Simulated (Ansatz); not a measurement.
An Ansatz (an electronic-structure program) run. Input:

Ansatz 0.2 input:
```yaml
crystal:
  lattice:
    - [0.0, 3.3218689776, 3.3218689776]
    - [3.3218689776, 0.0, 3.3218689776]
    - [3.3218689776, 3.3218689776, 0.0]
  atoms:
    - { symbol: Mg, position: [0.75, 0.75, 0.75] }
    - { symbol: Mg, position: [0.25, 0.25, 0.25] }
    - { symbol: H, position: [0.7466105438, 0.7466105438, 0.2533894562] }
    - { symbol: H, position: [0.2533894562, 0.2533894562, 0.7466105438] }
    - { symbol: H, position: [0.2533894562, 0.7466105438, 0.7466105438] }
    - { symbol: H, position: [0.7466105438, 0.2533894562, 0.2533894562] }
    - { symbol: H, position: [0.7466105438, 0.2533894562, 0.7466105438] }
    - { symbol: H, position: [0.2533894562, 0.7466105438, 0.2533894562] }
    - { symbol: Os, position: [0.0, 0.0, 0.0] }
kpoints:
  mp_grid: { grid: [7, 7, 7] }
hamiltonian:
  xc: r2scan
  pseudopotentials: { kind: paw }
scf:
  occupations: { method: fixed }
checkpoint: { read: static.run }
output: { write_density: true, elf: true, volumetric_format: npy }
basis: { fft_grid_basis: typed }
```

Output (shortened):

```
Pseudopotentials: kind: paw
Pseudopotential: Mg, paw, valence charge 10
Pseudopotential: H, paw, valence charge 1
Pseudopotential: Os, paw, valence charge 16
Functional definition: r2SCAN
Crystal: 9 atoms, lattice volume = 73.312 Å³
Basis set: ecut = 500 eV, 1837 PW (Γ), exchange–correlation on 144×144×144 points (64 copies of the dense FFT grid, shifted against one another)
Bands: 30, of which v1, the nominal top of the filled ones, is band 21 counted from 1 (20 counted from 0)
Symmetry: 48 space group operations
Space group: Fm-3m (ITA 225), of the structure as read, at distance tolerance 4.2e-5 Å
k-points: 20 of 343
PAW frozen core: Mg, regenerated for the run's functional
PAW frozen core: Os, regenerated for the run's functional
Initial density: read from a saved state, or passed on in memory by an earlier SCF of this step, an earlier step, the calling program or the single point that …
Stability of the state it starts from, as read at its close in the unpolarized treatment …
Initial wavefunctions: pseudopotential atomic-orbital guess
Eigensolver: davidson
Functional: x = r2scan, c = r2scan; τ floored in thin density (d = 2e-4 eV/Å³)
iter 1 solved again at ethr=6.56e-8 eV; its pass at ethr=3.10e-3 eV (dr2=2.76e-5 eV) is discarded
SCF iter   1: F=—  HF=-15349.741019 eV  |F-HF|=—  |Δ(HF+E_count)|=         —  Δρ=3.71e-7  dr2=3.74e-11  dr2_τ=7.99e-12  ethr=6.56e-8  ⟨swp⟩=4.4  Hψ=3690  notcnv=0  defer=137
all-band conjugate gradients solve this SCF's bands
preconditioner: auto → none
SCF iter   2: F=-15349.741019 eV  HF=-15349.741019 eV  |F-HF|=5.46e-12  |Δ(HF+E_count)|=   3.59e-7  Δρ=1.76e-7  dr2=1.16e-11  dr2_τ=7.47e-12  ethr=1.00e-12  ⟨swp⟩=9.7  Hψ=3132  notcnv=0
SCF 1 converged in 2 iterations: F = -15349.741019 eV  dr2 = 1.16e-11
SCF converged after 2 iterations
Free energy (F): -15349.741019 eV
Harris-Foulkes:  -15349.741019 eV  (|F-HF|=5.46e-12)
Internal energy: -15349.741019 eV  (E = F + TS)
E sigma→0 (E₀):  -15349.741019 eV
Fermi energy:    6.982759 eV
--- Per-component energies (eV) ---
  E_band       = -1014.100982
  E_kinetic    = 800.856384
  E_local      = -4857.467454  (includes V_loc(G=0)·N_el)
  E_nonlocal   = 198.459937
  E_hartree    = 1800.810567
  E_xc         = -365.502249
  E_vxc        = -474.914674  (∫ρ·V_xc dr)
  E_paw        = -9636.287423  (= ΣΔE_a)
  E_vpaw       = -310.353139  (= ΣTr[D̂ρ^β])
  E_aug_tail   = -0.002737  (compensation charges beyond the density's cutoff)
  E_vtau       = 27.699490  (kinetic-family band-sum trace: ∫τ·v_τ [+ j·A + Jᵃ·Aᵃ] dr)
  E_ewald      = -3290.170616
  E_core_change = -0.437429  (= ΣΔE_core)
  E_smearing   =  0.000000  (= −TS)
  E_closure    =  0.000000  (closes the sum)
  Σ components = -15349.741019   (vs F -15349.741019, Δ=0.00e0)
  [band-id]    e_kinetic+e_local+e_nonlocal+2·e_hartree+e_vxc+e_vpaw+e_augmentation_tail+e_vtau = -1014.101059   (vs E_band -1014.100982, Δ=-7.68e-5)
--- Band table (eV; the first three rows and the last of 20) ---
  k-point 0: bands = ["-78.5225", "-70.2629", "-70.2614", "-37.4443", "-37.4443", "-37.4443", "-35.3665", "-35.3665", "-35.3665", "-35.3567", "-35.3567", "-35.3567", "-2.1207", "2.8930", "2.8930", "5.4457", "5.4457", "5.4457", "5.8977", "5.8977", "5.8977", "13.5911", "14.4548", "14.6697", "14.6697", "14.6697", "14.9725", "14.9725", "14.9725", "15.9352"]
  k-point 1: bands = ["-78.5225", "-70.2628", "-70.2615", "-37.4446", "-37.4444", "-37.4444", "-35.3660", "-35.3660", "-35.3657", "-35.3576", "-35.3571", "-35.3571", "-1.9061", "2.7865", "2.7865", "4.5152", "5.4360", "5.4360", "6.1590", "6.1590", "6.1676", "13.3311", "13.8912", "13.8912", "14.2189", "14.4935", "15.0228", "15.0228", "16.1178", "16.9348"]
  k-point 2: bands = ["-78.5225", "-70.2626", "-70.2617", "-37.4451", "-37.4448", "-37.4448", "-35.3646", "-35.3646", "-35.3640", "-35.3597", "-35.3583", "-35.3583", "-1.2856", "2.5710", "2.5710", "2.9964", "5.6144", "5.6144", "6.2423", "6.4992", "6.4992", "12.0934", "13.2457", "13.2457", "14.2697", "14.9147", "14.9147", "15.9500", "18.0978", "18.3986"]
  k-point 19: bands = ["-78.5225", "-70.2622", "-70.2621", "-37.4459", "-37.4454", "-37.4451", "-35.3681", "-35.3653", "-35.3620", "-35.3602", "-35.3572", "-35.3566", "0.5986", "1.0489", "2.7100", "2.9857", "3.4736", "5.1214", "6.2910", "6.6167", "6.9717", "11.8885", "13.5772", "13.8032", "13.8363", "15.9446", "16.3189", "16.6089", "17.8361", "19.1977"]
  band table: 30 of 30 bands, residual norms ≤ 1.0e-3 eV
```

Cost: about 7 core-seconds (a rough figure) on shared cores.

The first step of the workflow began from a Materials Project structure, measured or hypothetical; the Crystallography Open Database copy checked does not list it. Whether it is the stable phase at ambient conditions was not checked. Symmetry was held in the r²SCAN relaxation. At this level the phase is dynamically unstable (imaginary phonons). The run is not spin-polarised. Scalar-relativistic: spin–orbit coupling is off unless named, which matters more the heavier the elements.

Potentials: the later of the program's two PAW sets.

Ansatz is a plane-wave DFT program.
